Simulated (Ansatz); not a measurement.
Zr (diamond): energy against volume

Method: Ansatz 0.2.0, DFT, m-r2SCAN, plane waves (500 eV) with PAW, scalar-relativistic. (PAW data from PBE, frozen cores regenerated.)

The cell is scaled uniformly from the relaxed one, with fractional coordinates and shape fixed. Energies are extrapolated to zero smearing, pressures are those at the given smearing. Magnetic state: ferromagnetic.

A Birch-Murnaghan fit gives V₀ = 29.80 Å³/atom, B₀ = 25 GPa, B₀′ = 12.2.

Problem. What are the energy above the minimum and the pressure at 28.794 Å³/atom?

Solution. 2.8 meV/atom and 1.25 GPa as computed.

Problem. What are the energy above the minimum and the pressure at 31.194 Å³/atom?

Solution. 4.4 meV/atom and -1.02 GPa as computed.

Problem. What are the energy above the minimum and the pressure at 32.393 Å³/atom?

Solution. 12.8 meV/atom and -0.89 GPa as computed.

m-r²SCAN is r²SCAN on the gauge-invariant kinetic-energy density; without spin polarisation the two are equal.
